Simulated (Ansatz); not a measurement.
Below is a relaxed structure of ZrH4. The cell was found from a structure generator's guess, not taken from experiment.

All numbers below come from Ansatz, DFT PBE, scalar-relativistic, plane waves, PAW. Cutoff 420 eV, Γ-centred mesh, Gaussian smearing, no spin polarisation.

```
CELL_PARAMETERS angstrom
3.02174 0.00000 0.00000
0.00000 5.76599 0.00000
-0.13009 0.00000 5.42859
ATOMIC_POSITIONS crystal
Zr 0.50000 0.00000 0.50000
Zr 0.00000 0.50000 0.50000
H 0.50871 0.68623 0.69920
H 0.01176 0.07534 0.76879
H 0.98824 0.92466 0.23121
H 0.49129 0.31377 0.30080
H 0.01176 0.92466 0.76879
H 0.50871 0.31377 0.69920
H 0.98824 0.07534 0.23121
H 0.49129 0.68623 0.30080
```

Energies over the elements count from the elements' standard structures at the same level (H₂ as a molecule), with no fitted energy shifts.

**Question.** What space group does it have?

**Answer.** P2/m (No. 10). Conventional cell: a = 3.022 Å, b = 5.766 Å, c = 5.430 Å, β = 91.4°. Zr on its first site is surrounded by 12 H at 2.11–2.15 Å and 2 Zr at 3.02 Å; around Zr on its second site lie 8 H at 2.15 Å, 4 H at 2.85 Å and 2 Zr at 3.02 Å; H on its first site has 4 H at 2.08–2.16 Å and 3 Zr at 2.11–2.15 Å; H on its second site has 1 H at 0.87 Å, 2 H at 2.08 Å and 2 Zr at 2.14–2.15 Å.

**Question.** How far does it lie from the elements in energy?

**Answer.** −0.03 eV/atom.

**Question.** Is it a metal?

**Answer.** Yes, bands cross the Fermi level on the 12×8×8 mesh.

The last run used a 12×8×8 mesh (in the run's order of axes) for its 10-atom cell and Gaussian smearing of 0.10 eV. For metals, differences of a few meV/atom aren't resolved. Weakly bound directions are ill-defined at this level, which has no dispersion term. With hydrogen, zero-point motion can shift formation energies by some tens of meV/atom. This cell was reached by moving the atoms of another relaxed cell at random and relaxing again, last within the group found; it had no such test of its own. Another cell of ZrH4 relaxed alike, in Cmmm, lies 61 meV/atom lower, so this cell isn't the stable form at this level.
